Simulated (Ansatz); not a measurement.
PtS2 (CdI2 type), relaxed with r2SCAN+rVV10: 3 runs in Ansatz 0.2.0, each a construction of maximally localised Wannier functions. The symmetry is P-3m1 (No. 164, trigonal); a = 3.553 Å, c = 5.123 Å in the conventional setting, 18.66 Å³ an atom. Pt is surrounded by 6 S at 2.39 Å; S is surrounded by 3 Pt at 2.39 Å. Spin-unpolarised throughout; all numbers are computed.

```
CELL_PARAMETERS angstrom
3.55264 0.00000 0.00000
-1.77632 3.07668 0.00000
0.00000 0.00000 5.12271
ATOMIC_POSITIONS crystal
Pt 0.00000 0.00000 0.00000
S 0.33333 0.66667 0.23926
S 0.66667 0.33333 0.76074
```

Windows count from the top of the filled bands; a dash means that no such window was set (without an outer window there is no disentanglement). Rows marked drawn have settings drawn at random (some not listed).

```json
{"functional": "PBE", "SCF mesh": "6×6×4", "trial orbitals": "Pt d, S p", "functions": "11", "mesh": "6×6×4", "window (eV)": "–", "frozen (eV)": "–", "settings": "chosen", "Ω total (Å²)": "16.69", "Ω invariant (Å²)": "15.79", "largest spread (Å²)": "1.82", "least projectability": "0.55", "interpolation miss of the model's filled bands (eV, to the nearest computed level)": "0.021"}
{"functional": "r2SCAN", "SCF mesh": "6×6×4", "trial orbitals": "Pt d, S p", "functions": "11", "mesh": "6×6×4", "window (eV)": "–", "frozen (eV)": "–", "settings": "chosen", "Ω total (Å²)": "16.46", "Ω invariant (Å²)": "15.60", "largest spread (Å²)": "1.80", "least projectability": "0.55", "interpolation miss of the model's filled bands (eV, to the nearest computed level)": "0.019"}
{"functional": "PBE", "SCF mesh": "6×6×4", "trial orbitals": "Pt d, S p (loose tolerance)", "functions": "11", "mesh": "6×6×4", "window (eV)": "–", "frozen (eV)": "–", "settings": "drawn", "Ω total (Å²)": "16.69", "Ω invariant (Å²)": "15.79", "largest spread (Å²)": "1.82", "least projectability": "0.55", "interpolation miss of the model's filled bands (eV, to the nearest computed level)": "0.016"}
```

A dash in the last column means that the miss wasn't evaluated.

Spin-orbit coupling is left out, which matters wherever the heavy atoms make up the band edges.
